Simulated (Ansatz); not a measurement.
SbPb2ClF, a known structure type with other elements, at an estimated volume

```xyz
10
Lattice="-6.1284 0.0000 0.0000 0.0000 -6.1016 0.0000 0.0000 3.0508 6.6807" Properties=species:S:1:pos:R:3 pbc="T T T"
F    -3.0642    0.0000    3.3404
F    -3.0642   -3.0508    3.3404
Sb    0.0000    0.0000    3.3404
Sb    0.0000   -3.0508    3.3404
Cl   -4.7636   -1.5254    0.0000
Cl   -1.3648   -4.5762    0.0000
Pb   -4.7773   -4.5762    1.9576
Pb   -1.3511   -1.5254    1.9576
Pb   -4.7773   -1.5254    4.7231
Pb   -1.3511    1.5254    4.7231
```

Level: r2SCAN, no spin polarisation; 500 eV; 6×6×6 Γ-centred mesh; fermi-dirac occupations (width 0.1 eV); Ansatz 0.2.0, fixed geometry.

- Charges: Bader charges in e: Sb -0.03, Pb +0.80, Cl -0.76, F -0.81. In the mean Pb gives up most and F takes most.
- Contacts: Sb–Pb at 2.46 Å: least valence density 0.64 e/Å³ and ELF 0.44 there. F–Pb at 2.68 Å: least valence density 0.18 e/Å³ and ELF 0.08 there. F–F at 3.05 Å: least valence density 0.05 e/Å³ and ELF 0.02 there. Both are smooth PAW fields, read partly inside the augmentation spheres.
- At the Fermi level: It is a metal, with about 2.4 states/eV a cell as the mean within 0.25 eV of the Fermi level, mostly Pb p (41 %), Sb p (28 %) and Pb s (18 %).
- Formation energy: 0.14 eV an atom against the elements' usual phases (free molecules for gases, crystals otherwise, with no correction for O₂ or N₂), so at this geometry it isn't bound against them. Relaxing would lower it.

Origin: a known structure type with other elements, at an estimated volume, so it need not be a known compound. Caveats: atoms or cell far from equilibrium.
